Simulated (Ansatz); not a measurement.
ZnO:
```
ZnO
1.0
    3.02768     0.00000     0.00000
    0.00000     3.02768     0.00000
    0.00000     0.00000     5.40707
Zn O
2 2
Direct
  0.00000   0.50000   0.00000
  0.50000   0.00000   0.50000
  0.00000   0.00000   0.25000
  0.00000   0.00000   0.75000
```

Relaxed with PBE. Special points in fractions of this cell's reciprocal vectors: Γ (0.000, 0.000, 0.000); X (0.000, 0.500, 0.000); M (0.500, 0.500, 0.000); Z (0.000, 0.000, 0.500); R (0.000, 0.500, 0.500); A (0.500, 0.500, 0.500).

List the band energies nearest the Fermi level at these points for DFT-PBE in the program Ansatz with PAW potentials.

In eV from the Fermi level; about four levels below and three above (degenerate sets whole), none deeper than 8.9 eV; … stands for higher levels left out; points with the same levels are listed once.

```json
[
 {"k": "Γ", "below": "-1.92 -0.54 -0.48 -0.48", "above": "5.12 5.38 …"},
 {"k": "X", "below": "-3.63 -2.03 -0.73 -0.50", "above": "2.13 4.58 4.61"},
 {"k": "M", "below": "-3.65 -3.65 -3.64 -3.64", "above": "0.07 1.27 5.31"},
 {"k": "Z", "below": "-2.13 -2.13 -0.99 -0.99", "above": "2.01 2.01 …"},
 {"k": "R", "below": "-3.82 -2.17 -2.10 -0.50", "above": "3.36 4.15 6.38"},
 {"k": "A", "below": "-3.44 -3.44 -2.10 -2.10", "above": "2.71 2.71 …"}
]
```

Space group P4_2/mmc. A made-up cell: these elements were put on the sites of a structure type; neither database checked (COD, Materials Project) lists it. It is not the phase usual at ambient conditions (space group No. 186). The cell was relaxed with PBE under the symmetry of its start; its stability against distortions is not shown here. A small band overlap can be real or an error of a semilocal functional.

Potentials: the later of the program's two PAW sets.
